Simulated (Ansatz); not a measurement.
CuAu (CuAu type, space group P4/mmm)

```xyz
2
Lattice="2.8815 0.0000 0.0000 0.0000 2.8815 0.0000 0.0000 0.0000 3.6148" Properties=species:S:1:pos:R:3 pbc="T T T"
Cu     1.4408     1.4408     1.8074
Au     0.0000     0.0000     0.0000
```

The slice is a (010) plane (indices of the conventional cell) through the point (0.500, 0.500, 0.500) (fractional), spanned by u = [100] and v = [001] in vectors of this cell: u (2.88 Å) and v (3.61 Å, at 90° to u). It covers one period; positions are fractions (u, v).

All values below come from PBE (plane waves to 420 eV, PAW, scalar-relativistic; Ansatz, a first-principles code). k mesh 16×16×13. Inside the PAW spheres the values are not all-electron values, and peaks at nuclei hang on which shells count as valence. CuAu is run without spin polarisation. CuAu was relaxed with its symmetry unable to fall. Spin-orbit coupling is left out, though Au is heavy.

Q: What is the ELF at the midpoint of the shortest Cu–Cu line in this plane (2.88 Å)?

A: 0.18.

Q: What is the valence density on the shortest Cu–Cu line in this plane (2.88 Å), at its midpoint?

A: 0.17 e/Å³.

Q: Predict the map of the valence electron density on the slice.

A: 
```
|99987543211000001123457899|
|99876543211000001123456789|
|88765432111000001112345678|
|77655432110000000112345567|
|55544321110000000111234455|
|44433221100000000011223344|
|33322111100000000011112233|
|22211111000000000001111122|
|11111110000000000000111111|
|11100000000000000000000011|
|00000000000111110000000000|
|00000000001111111000000000|
|00000000011111111100000000|
|00000000011111111100000000|
|00000000011111111100000000|
|00000000011111111100000000|
|00000000011111111100000000|
|00000000011111111100000000|
|00000000011111111100000000|
|00000000001111111000000000|
|00000000000111110000000000|
|11100000000000000000000011|
|11111110000000000000111111|
|22211111000000000001111122|
|33322111100000000011112233|
|44433221100000000011223344|
|55544321110000000111234455|
|77655432110000000112345567|
|88765432111000001112345678|
|99876543211000001123456789|
|99987543211000001123457899|
|99987643211000001123467899|
```
Scale: ten equal steps from -0.93 (start of '0') to 1.85 (end of '9'), in the order '0123456789'. Values: log₁₀ of the valence density in e/Å³. The map has 26 points along u (one character each, u = 0 at the left) and 32 along v (v = 0 in the bottom row). The scale is logarithmic, as a density can span decades between atoms and voids.
